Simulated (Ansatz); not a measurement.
An Ansatz (an electronic-structure program) run. Input:

Ansatz 0.2 input:
```yaml
crystal:
  lattice:
    - [1.3368890665, 0.7718532624, 4.7648167502]
    - [-1.3368890665, 0.7718532624, 4.7648167502]
    - [0.0, -1.5437065249, 4.7648167502]
  atoms:
    - { symbol: Si, position: [0.0, 0.0, 0.0] }
    - { symbol: O, position: [0.2702368031, 0.2702368031, 0.2702368031] }
    - { symbol: O, position: [0.7297631969, 0.7297631969, 0.7297631969] }
kpoints:
  mp_grid: { grid: [10, 10, 10] }
hamiltonian:
  xc: r2scan
  pseudopotentials: { kind: paw }
scf:
  occupations: { method: fixed }
output:
  optics: { e_range: [0.0, 15.0], de: 0.05, sigma: 0.1, bands: { spectra_wanted_up_to: 12 eV } }
```

Output (shortened):

```
basis.fft_grid_basis auto: the FFT boxes are laid along the combinations [[1, 0, -1], [0, 1, -1], [0, 0, 1]] of the cell's own vectors, 2.674, 2.674 and 5.009 …
output.optics: the spectra are integrated over the Brillouin zone by k·p interpolation around the k-points, where levels, occupations, output.optics.sigma and …
Pseudopotential: Si, paw, valence charge 4
Pseudopotential: O, paw, valence charge 6
Functional definition: r2SCAN
Crystal: 3 atoms, lattice volume = 29.500 Å³
Basis set: ecut = 500 eV, 743 PW (Γ), FFT grids on a1−a3, a2−a3, a3, exchange–correlation on 80×80×160 points (64 copies of the dense FFT grid, shifted against one another)
Bands: 12, of which v1, the nominal top of the filled ones, is band 8 counted from 1 (7 counted from 0)
Symmetry: 12 space group operations
Space group: R-3m (ITA 166), of the structure as read, at distance tolerance 3.1e-5 Å
k-points: 116 of 1000
SCF iter   1: F=—  HF=-1778.961476 eV  |F-HF|=—  |Δ(HF+E_count)|=         —  Δρ=9.15e-3  dr2=3.68e-2  dr2_τ=2.61e-1  ethr=1.77e-3  ⟨swp⟩=5.4  Hψ=8502  notcnv=0  defer=229
preconditioner: auto → none
SCF iter   2: F=—  HF=-1779.105741 eV  |F-HF|=—  |Δ(HF+E_count)|=   1.44e-1  Δρ=5.43e-3  dr2=3.15e-3  dr2_τ=8.76e-4  ethr=2.30e-4  ⟨swp⟩=3.0  Hψ=3673  notcnv=0  defer=231
SCF iter   3: F=—  HF=-1779.105881 eV  |F-HF|=—  |Δ(HF+E_count)|=   1.39e-4  Δρ=2.03e-3  dr2=5.71e-4  dr2_τ=5.40e-5  ethr=1.97e-5  ⟨swp⟩=2.7  Hψ=2455  notcnv=0  defer=232
SCF iter   4: F=—  HF=-1779.105859 eV  |F-HF|=—  |Δ(HF+E_count)|=   2.18e-5  Δρ=5.34e-4  dr2=5.25e-5  dr2_τ=8.01e-6  ethr=3.57e-6  ⟨swp⟩=2.5  Hψ=2460  notcnv=0  defer=232
SCF iter   5: F=—  HF=-1779.105841 eV  |F-HF|=—  |Δ(HF+E_count)|=   1.79e-5  Δρ=1.01e-4  dr2=1.05e-6  dr2_τ=1.40e-7  ethr=3.28e-7  ⟨swp⟩=2.3  Hψ=2134  notcnv=0  defer=193
SCF iter   6: F=—  HF=-1779.105842 eV  |F-HF|=—  |Δ(HF+E_count)|=   8.97e-7  Δρ=2.79e-5  dr2=1.90e-7  dr2_τ=1.16e-8  ethr=6.54e-9  ⟨swp⟩=2.4  Hψ=2310  notcnv=0  defer=131
SCF iter   7: F=—  HF=-1779.105842 eV  |F-HF|=—  |Δ(HF+E_count)|=  8.66e-11  Δρ=3.39e-6  dr2=1.77e-9  dr2_τ=1.07e-10  ethr=1.19e-9  ⟨swp⟩=2.6  Hψ=2211  notcnv=0  defer=131
SCF iter   8: F=—  HF=-1779.105842 eV  |F-HF|=—  |Δ(HF+E_count)|=  7.74e-10  Δρ=2.64e-7  dr2=2.03e-11  dr2_τ=1.45e-12  ethr=1.11e-11  ⟨swp⟩=2.0  Hψ=2323  notcnv=0  defer=131
SCF iter   9: F=-1779.105842 eV  HF=-1779.105842 eV  |F-HF|=0.00e0  |Δ(HF+E_count)|=  1.07e-11  Δρ=5.55e-8  dr2=7.27e-13  dr2_τ=5.14e-14  ethr=1.00e-12  ⟨swp⟩=6.2  Hψ=7027  notcnv=0
SCF 1 converged in 9 iterations: F = -1779.105842 eV  dr2 = 7.27e-13
NSCF: frozen V_eff on 116 k-points
Optics k sum: 0 of 116 k-points
Optics k sum: 6 of 116 k-points
Optics k sum: 12 of 116 k-points
Optics k sum: 18 of 116 k-points
Optics k sum: 24 of 116 k-points
Optics k sum: 29 of 116 k-points
Optics k sum: 35 of 116 k-points
Optics k sum: 41 of 116 k-points
Optics k sum: 47 of 116 k-points
Optics k sum: 53 of 116 k-points
Optics k sum: 58 of 116 k-points
Optics k sum: 64 of 116 k-points
Optics k sum: 70 of 116 k-points
Optics k sum: 76 of 116 k-points
Optics k sum: 82 of 116 k-points
Optics k sum: 87 of 116 k-points
Optics k sum: 93 of 116 k-points
Optics k sum: 99 of 116 k-points
Optics k sum: 105 of 116 k-points
Optics k sum: 111 of 116 k-points
Optics k sum: 116 of 116 k-points
Optics k sum: 0 of 116 k-points
Optics k sum: 6 of 116 k-points
Optics k sum: 12 of 116 k-points
Optics k sum: 18 of 116 k-points
Optics k sum: 24 of 116 k-points
Optics k sum: 29 of 116 k-points
Optics k sum: 35 of 116 k-points
Optics k sum: 41 of 116 k-points
Optics k sum: 47 of 116 k-points
Optics k sum: 53 of 116 k-points
Optics k sum: 58 of 116 k-points
Optics k sum: 64 of 116 k-points
Optics k sum: 70 of 116 k-points
Optics k sum: 76 of 116 k-points
Optics k sum: 82 of 116 k-points
Optics k sum: 87 of 116 k-points
Optics k sum: 93 of 116 k-points
Optics k sum: 99 of 116 k-points
Optics k sum: 105 of 116 k-points
Optics k sum: 111 of 116 k-points
Optics k sum: 116 of 116 k-points
NSCF: frozen V_eff on 1 k-points
NSCF: frozen V_eff on 1 k-points
NSCF: frozen V_eff on 1 k-points
output.optics: what the bands over the 17 summed would add to eps1, eps2 and the energy-loss function is held between a lower and an upper bound (8 Lanczos …
SCF converged after 9 iterations
Free energy (F): -1779.105842 eV
Harris-Foulkes:  -1779.105842 eV  (|F-HF|=0.00e0)
Internal energy: -1779.105842 eV  (E = F + TS)
E sigma→0 (E₀):  -1779.105842 eV
Fermi energy:    5.123115 eV
--- Per-component energies (eV) ---
  E_band       = -39.609953
  E_kinetic    = 408.641372
  E_local      = -931.279914  (includes V_loc(G=0)·N_el)
  E_nonlocal   = 115.819997
  E_hartree    = 348.159125
  E_xc         = -202.001206
  E_vxc        = -267.400005  (∫ρ·V_xc dr)
  E_paw        = -840.698489  (= ΣΔE_a)
  E_vpaw       = -78.157432  (= ΣTr[D̂ρ^β])
  E_aug_tail   = 0.002164  (compensation charges beyond the density's cutoff)
  E_vtau       = 16.445603  (kinetic-family band-sum trace: ∫τ·v_τ [+ j·A + Jᵃ·Aᵃ] dr)
  E_ewald      = -677.608576
  E_core_change = -0.140315  (= ΣΔE_core)
  E_smearing   =  0.000000  (= −TS)
  E_closure    = 0.000000  (closes the sum)
  Σ components = -1779.105842   (vs F -1779.105842, Δ=0.00e0)
  [band-id]    e_kinetic+e_local+e_nonlocal+2·e_hartree+e_vxc+e_vpaw+e_augmentation_tail+e_vtau = -39.609964   (vs E_band -39.609953, Δ=-1.08e-5)
--- Band table (eV; the first three rows and the last of 116) ---
  k-point 0: bands = ["-17.4421", "-13.4682", "-0.2186", "2.7404", "2.7404", "3.9571", "3.9571", "4.7785", "12.4549", "14.5434", "19.0307", "19.7680"]
  k-point 1: bands = ["-17.2621", "-13.4038", "-0.1047", "1.8505", "2.4974", "3.3806", "3.9612", "4.9966", "13.1176", "15.1039", "18.2180", "20.1348"]
  k-point 2: bands = ["-16.7434", "-13.2511", "-0.0928", "0.3194", "1.9778", "2.2557", "3.8791", "5.0782", "14.4612", "16.0339", "17.6238", "20.4288"]
  k-point 115: bands = ["-17.4002", "-13.5753", "0.5375", "2.7536", "2.7536", "3.7101", "3.9377", "3.9377", "13.4495", "14.5576", "17.9128", "19.8290"]
```

Cost: around 30 core-seconds (rough) on shared cores.

The cell is a constructed one: a structure type filled with these elements; the Crystallography Open Database copy checked does not list it. It is not the phase usual at ambient conditions (space group No. 92, 152, 154). Symmetry was held in the r²SCAN relaxation; its stability against distortions is not shown here. A crystal of weakly bound layers computed without a dispersion correction: the cell and the soft elastic constants depend strongly on that.

Potentials: the later of the program's two PAW sets.

Ansatz is a plane-wave DFT program.
